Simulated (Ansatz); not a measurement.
NbPO5:
```
CELL_PARAMETERS angstrom
      6.44851     0.00000     0.00000
      0.00000     6.44851     0.00000
      0.00000     0.00000     4.07197
ATOMIC_POSITIONS crystal
  Nb 0.50000 0.00000 0.22144
  Nb 0.00000 0.50000 0.77856
  P  0.00000 0.00000 0.50000
  P  0.50000 0.50000 0.50000
  O  0.00000 0.80492 0.71636
  O  0.69508 0.50000 0.71636
  O  0.00000 0.19508 0.71636
  O  0.30492 0.50000 0.71636
  O  0.50000 0.69508 0.28364
  O  0.19508 0.00000 0.28364
  O  0.50000 0.30492 0.28364
  O  0.80492 0.00000 0.28364
  O  0.00000 0.50000 0.21300
  O  0.50000 0.00000 0.78700
```

Relaxed with PBEsol.

Problem. Give the Bader charges and basin volumes of the independent atoms, plane-wave PAW PBEsol (Ansatz code).

Solution. 

```tsv
atom	Bader charge (e)	Bader volume (Å³)
Nb1	+2.80	9.5
P3	+3.80	3.0
O5	-1.40	14.2
O13	-1.01	15.3
```

Space group P4/nmm. The workflow started from a Materials Project entry (that database holds measured and hypothetical structures alike); the Crystallography Open Database files this formula in space group No. 129, but the cells were not matched. Its standing as an ambient phase is unchecked. Symmetry was held in the PBEsol relaxation; whether a distortion lowers the energy is not shown. No spin polarisation was allowed.

Potentials: the later of the program's two PAW sets.
